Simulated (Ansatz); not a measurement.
Data:

HfSi2:
```cif
data_HfSi2
_chemical_formula_sum 'Hf1 Si2'
_space_group_name_H-M_alt 'P6/mmm'
_space_group_IT_number 191
_space_group_name_Hall '-P 6 2'
_cell_length_a 4.06034
_cell_length_b 4.06034
_cell_length_c 3.47141
_cell_angle_alpha 90.000
_cell_angle_beta 90.000
_cell_angle_gamma 120.000
loop_
_atom_site_label
_atom_site_type_symbol
_atom_site_symmetry_multiplicity
_atom_site_Wyckoff_symbol
_atom_site_fract_x
_atom_site_fract_y
_atom_site_fract_z
_atom_site_occupancy
Hf1 Hf 1 a 0.00000 0.00000 0.00000 1
Si1 Si 2 d 0.33333 0.66667 0.50000 1
```

This is the PBE-relaxed structure.

All from DFT-PBE in the program Ansatz with PAW potentials, unless another level is named. Estimate the electronic character.

metallic (no gap).

Next, the formation energy from the elements (no fitted shifts)?

-0.15 eV/atom.

Next, the density of states at the Fermi level?

0.50 states/eV per atom (mean over ±0.08 eV).

The cell is a constructed one: a structure type filled with these elements; neither database checked (COD, Materials Project) lists it. COD files the formula under space group No. 63, so this cell is another polymorph or a model. Whether it is the stable phase at ambient conditions was not checked. Symmetry was held in the PBE relaxation; its stability against distortions is not shown here. The run is not spin-polarised. The references are the lowest solids computed at this level, not always the standard phases. Scalar-relativistic: spin–orbit coupling is off unless named, which matters more the heavier the elements.

Potentials: the later of the program's two PAW sets.
